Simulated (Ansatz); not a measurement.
# Compressing Ti3Sn: a fit and a missing row

Ti3Sn, P6_3/mmc, a = 5.839 Å, c = 4.700 Å. The structure is a Materials Project entry; whether it is the stable form wasn't checked. Ansatz: PBEsol, PAW, 420 eV, Γ-centred 6×6×8 mesh on 8 atoms, Gaussian smearing 0.10 eV; no spin polarisation. Shape and atoms are relaxed at each volume; pressure is positive in compression.

```tsv
V (Å³/atom)	P (GPa)
15.268	20.86
15.788	?
16.309	8.89
16.829	4.13
17.350	0.03
17.870	-3.48
18.391	-6.51
19.085	-9.85
```

Problem. Take V0 = 17.350 Å³/atom, count pressures from its P0 = 0.03 GPa, fit the third-order Birch–Murnaghan form to the other rows, and predict the missing pressure.

Solution. With the Eulerian strain f = ½[(V0/V)^(2/3) − 1] and y = (P − P0)/[3f(1 + 2f)^(5/2)], the form is the line y = B0 + 1.5 B0 (B0′ − 4) f. Rows (f, y): 0.04448, 126.1; 0.02106, 126.5; 0.01027, 126.5; -0.00975, 126.1; -0.01905, 126.1; -0.03078, 125.4. Means f = 0.002705, y = 126.12; Σ(Δf)² = 0.003889, ΣΔfΔy = 0.03381; the slope is their ratio. y = 126.1 + 8.693 f GPa, so B0 = 126.1 GPa and B0′ = 4 + 2 × (8.693)/(3 × 126.1) = 4.05. At V = 15.788, f = 0.03246, y = 126.38 and P = 14.43 GPa. The run gave 14.44 GPa, so the fit is 0.01 GPa too low, within the rms miss on the fitted rows (0.03 GPa).